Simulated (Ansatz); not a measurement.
## Ba2LuIrBr6 single point

The input, for Ansatz 0.2.0 (plane waves, PAW):

```yaml
crystal:
  lattice:
    - [0.0, 5.11782, 5.11782]
    - [5.11782, 0.0, 5.11782]
    - [5.11782, 5.11782, 0.0]
  atoms:
    - { symbol: Lu, position: [0.0, 0.0, 0.0] }
    - { symbol: Br, position: [0.7369, 0.2631, 0.2631] }
    - { symbol: Br, position: [0.2631, 0.7369, 0.2631] }
    - { symbol: Br, position: [0.2631, 0.7369, 0.7369] }
    - { symbol: Br, position: [0.7369, 0.2631, 0.7369] }
    - { symbol: Br, position: [0.2631, 0.2631, 0.7369] }
    - { symbol: Br, position: [0.7369, 0.7369, 0.2631] }
    - { symbol: Ir, position: [0.5, 0.5, 0.5] }
    - { symbol: Ba, position: [0.25, 0.25, 0.25] }
    - { symbol: Ba, position: [0.75, 0.75, 0.75] }
  symmetry: { tolerance: 0.0003 }
kpoints:
  mp_grid: { grid: [5, 5, 5], shift: [0, 0, 0] }
  band_path:
    path:
      - [0.0, 0.0, 0.0]
      - [0.5, 0.0, 0.5]
      - [0.625, 0.25, 0.625]
      - [0.375, 0.375, 0.75]
      - [0.0, 0.0, 0.0]
      - [0.5, 0.5, 0.5]
      - [0.5, 0.25, 0.75]
      - [0.5, 0.0, 0.5]
    npoints: 8
magnetization:
  spin_polarized: false
scf:
  occupations: { method: gaussian, width: 0.0165 }
  lower_state_search: "off"
  max_iter: 200
hamiltonian:
  pseudopotentials: { kind: paw }
  xc: r2scan
basis:
  ecutwfc: 500
  fft_grid_basis: typed
output:
  forces: true
  stress: true
  eigenvalues: true
  bader: true
  populations: true
  elf: true
  write_potential: true
  volumetric_format: npy
  dos:
    e_range: [-12, 8]
    de: 0.05
    projected: { site_lists: { Ba: [Ba], Br: [Br], Ir: [Ir], Lu: [Lu] } }
checkpoint:
  read: saved_state
```

The run starts from an earlier solution of this cell. 

Excerpt of what it printed:

```
Free energy (F): -55389.0617 eV
Harris-Foulkes:  -55389.0617 eV  (|F-HF|=8.78e-9)
Internal energy: -55389.0603 eV  (E = F + TS)
E sigma→0 (E₀):  -55389.0610 eV
Entropy (-TS):   -0.0014 eV (-0.143 meV/atom)
Fermi energy:    11.8087 eV
--- Per-component energies (eV) ---
  E_band       = -487.4905
  E_kinetic    = 2219.0912
  E_local      = -13197.2274  (includes V_loc(G=0)·N_el)
  E_nonlocal   = 1182.8543
  E_hartree    = 5432.1493
  E_xc         = -2300.0161
  E_vxc        = -1622.9433  (∫ρ·V_xc dr)
  E_paw        = -40763.1180  (= ΣΔE_a)
  E_vpaw       = -18.7898  (= ΣTr[D̂ρ^β])
  E_aug_tail   = 0.0000  (compensation charges beyond the density's cutoff)
  E_vtau       = 85.2339  (kinetic-family band-sum trace: ∫τ·v_τ [+ j·A + Jᵃ·Aᵃ] dr)
  E_ewald      = -7962.3458
  E_core_change = -0.4477  (= ΣΔE_core)
  E_smearing   = -0.0014  (= −TS)
--- Forces (eV/Å), atoms counted from 1 ---
  atom   1  Lu     0.0000     0.0000     0.0000
  atom   2  Br    -2.0221     0.0000     0.0000
  atom   3  Br     0.0000    -2.0221     0.0000
  atom   4  Br     2.0221     0.0000     0.0000
  atom   5  Br     0.0000     2.0221     0.0000
  atom   6  Br     0.0000     0.0000    -2.0221
  atom   7  Br     0.0000     0.0000     2.0221
  atom   8  Ir     0.0000     0.0000     0.0000
  atom   9  Ba     0.0000     0.0000     0.0000
  atom  10  Ba     0.0000     0.0000     0.0000
--- Stress (GPa, compression-positive) ---
        9.4890       0.0000       0.0000
        0.0000       9.4890       0.0000
        0.0000       0.0000       9.4890
  P = ⅓ Tr σ = 9.4890 GPa (94.890 kbar)
--- Löwdin populations: 10 sites ---
  site symbol       q [e]
     0     Lu     24.9109
     1     Br      7.2805
     2     Br      7.2805
     3     Br      7.2805
     4     Br      7.2805
     5     Br      7.2805
     6     Br      7.2805
     7     Ir     17.1263
     8     Ba      8.3156
     9     Ba      8.3156
  spilling = 0.0159 (of n_electrons = 104.0000)
--- Bader charges: 10 sites ---
  site symbol  charge [e]  shift [e]
     0     Lu      1.7209     0.0005
     1     Br     -0.7712     0.0011
     2     Br     -0.7712     0.0011
     3     Br     -0.7712     0.0011
     4     Br     -0.7712     0.0011
     5     Br     -0.7712     0.0011
     6     Br     -0.7712     0.0011
     7     Ir      0.0356     0.0061
     8     Ba      1.4354     0.0000
     9     Ba      1.4354     0.0000
```

Origin: a known structure type with other elements, at an estimated volume, so it need not be a known compound. Caveats: many states at the Fermi level without spin polarisation, so a magnetic state may lie lower; atoms or cell far from equilibrium.
